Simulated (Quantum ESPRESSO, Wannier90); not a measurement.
Tight-binding from DFT: ZnHgS2 (R3m)

```
begin unit_cell_cart
ang
   -2.0183650588    3.4959108301    0.0000000000
   -4.0367301177    0.0000000000    0.0000000000
   -2.0183650588    1.1653036100    6.6503000000
end unit_cell_cart
begin atoms_frac
Zn   0.4991300000  0.4991300000 -0.4973900000
Hg   0.0028670000  0.0028670000 -0.0086010000
S    0.1313070000  0.1313070000 -0.3939210000
S   -0.3833200000 -0.3833200000  0.1499600000
end atoms_frac
```

Cell from Materials Project (mp-1215447), symmetrised, no further relaxation. Not found in the COD (Crystallography Open Database) copy used; not checked further. Computed values, not measurements, from PBEsol: Quantum ESPRESSO (norm-conserving PseudoDojo potentials, cutoff 68 Ry, spinors with spin-orbit coupling) on a Γ-centred 4×4×4 mesh, then Wannier90. Density: 10×10×10 mesh, Gaussian smearing 0.01 Ry. With spin-orbit coupling a semilocal functional can close or falsely invert a small gap; the band order was not checked against a better method. The gap is small at this level and was sampled on the meshes and a path alone.

A tight-binding model is made by disentanglement and projection with no localisation steps (num_iter = 0), so the 52 orbitals stay atom-like: hydrogen-like Zn: s;p;d; Hg: s;p;d; S: s;p, axes along x, y, z; frozen window up to 1.72 eV relative to the valence-band maximum. It follows pw.x to 5.5 meV rms for states up to 1.2 eV relative to the valence-band maximum. Matrix elements depend on this choice of orbitals and windows.

What are the on-site energies relative to the valence-band maximum, and how fast do the hoppings decay?


```json
[
 {"atom": "Zn1", "orbitals": "s↑ s↓", "energy (eV)": "0.61"},
 {"atom": "Zn1", "orbitals": "pz↑ pz↓", "energy (eV)": "5.93"},
 {"atom": "Zn1", "orbitals": "px↑ px↓ py↑ py↓", "energy (eV)": "5.86"},
 {"atom": "Zn1", "orbitals": "dz2↑ dz2↓", "energy (eV)": "-6.44"},
 {"atom": "Zn1", "orbitals": "dxz↑ dxz↓ dyz↑ dyz↓", "energy (eV)": "-6.32"},
 {"atom": "Zn1", "orbitals": "dx2-y2↑ dx2-y2↓ dxy↑ dxy↓", "energy (eV)": "-6.36"},
 {"atom": "Hg2", "orbitals": "s↑ s↓", "energy (eV)": "-0.68"},
 {"atom": "Hg2", "orbitals": "pz↑ pz↓", "energy (eV)": "6.15"},
 {"atom": "Hg2", "orbitals": "px↑ px↓ py↑ py↓", "energy (eV)": "5.98"},
 {"atom": "Hg2", "orbitals": "dz2↑ dz2↓", "energy (eV)": "-6.01"},
 {"atom": "Hg2", "orbitals": "dxz↑ dxz↓ dyz↑ dyz↓ dx2-y2↑ dx2-y2↓ dxy↑ dxy↓", "energy (eV)": "-5.96"},
 {"atom": "S3", "orbitals": "s↑ s↓", "energy (eV)": "-10.29"},
 {"atom": "S3", "orbitals": "pz↑ pz↓", "energy (eV)": "-0.54"},
 {"atom": "S3", "orbitals": "px↑ px↓ py↑ py↓", "energy (eV)": "-0.40"},
 {"atom": "S4", "orbitals": "s↑ s↓", "energy (eV)": "-10.20"},
 {"atom": "S4", "orbitals": "pz↑ pz↓", "energy (eV)": "-0.18"},
 {"atom": "S4", "orbitals": "px↑ px↓ py↑ py↓", "energy (eV)": "-0.40"}
]
```

| distance of the centres (Å) | largest modulus (eV) |
|---|---|
| 2–3 | 2.9 |
| 3–4 | 0.64 |
| 4–5 | 0.54 |
| 5–6 | 0.030 |

Effective spin-orbit constants λ of λ L·S, from the same-site elements px↑–py↑ (λ/2) and dx2-y2↑–dxy↑ (λ), where they are among the larger elements: Hg2 d 0.74 eV, Hg2 p 0.76 eV.
